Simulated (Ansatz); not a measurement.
**209Bi nuclear quadrupole resonance in Bi2Se3 under strain**

Cell: an entry of the Crystallography Open Database (COD), relaxed with PBE at fixed cell and then changed (z compressed by 1 %, ions relaxed).

```cif
data_structure
_symmetry_space_group_name_H-M 'P 1'
_symmetry_Int_Tables_number 1
_cell_length_a 9.3313
_cell_length_b 9.3313
_cell_length_c 9.3313
_cell_angle_alpha 24.312
_cell_angle_beta 24.312
_cell_angle_gamma 24.312
_cell_volume 121.06
loop_
_atom_site_label
_atom_site_type_symbol
_atom_site_fract_x
_atom_site_fract_y
_atom_site_fract_z
_atom_site_occupancy
Bi1 Bi 0.59716 0.59716 0.59716 1
Bi2 Bi 0.40284 0.40284 0.40284 1
Se3 Se 0.79591 0.79591 0.79591 1
Se4 Se 0.20409 0.20409 0.20409 1
Se5 Se 0.00000 0.00000 0.00000 1
```

Sites (sets of like atoms) are named by element and the number of their first atom in this list.

All values are calculated (Ansatz; DFT, PBE, plane waves and PAW, scalar-relativistic, 420 eV cutoff, Γ-centred 14×14×14 k-points, Fermi–Dirac smearing 0.05 eV), not measured.

209Bi: I = 9/2, Q = -516.0 mb (year-2017 value). Static lattice, zero field.

Q: At which frequencies do the 209Bi NQR lines lie?

A: For I = 9/2 and η = 0 the lines are |C_Q|/24 times 1, 2, 3 and 4; η shifts the lowest up most.

| site | atoms | V_zz (10²¹ V/m²) | C_Q (MHz) | η | line frequencies (MHz) |
| --- | --- | --- | --- | --- | --- |
| Bi | 1, 2 | 2.36 | -29.4 | 0.00 | 1.23, 2.45, 3.68, 4.91 |

An axis of threefold or higher order runs through Bi, so V_zz lies along it and η is zero.

The run finds no gap above 0.1 eV (a metal, or nearly one), so the gradients can move by 10 % or more with the k-mesh. Spin–orbit coupling is left out, which shifts gradients on Bi by a few per cent in wide-gap crystals, and can shift them far more where the calculated gap is small or absent, as here. Newer work puts Q(²⁰⁹Bi) near −420 mb, which would lower these couplings by about a fifth. Semilocal functionals make gaps too small and can close them, so the real compound need not be a metal. At this changed cell the PBE pressure is 13 GPa.

The relaxation (3 steps) took 2.2 min of wall time (2.2 min of CPU time) and 1.5 GiB at its peak, on 1 thread of Intel Xeon 6975P-C (Granite Rapids) (x86_64; 16 cores open to the job, memory cap 3.0 GiB, no GPU), a shared host with a load of 0.5 a core.
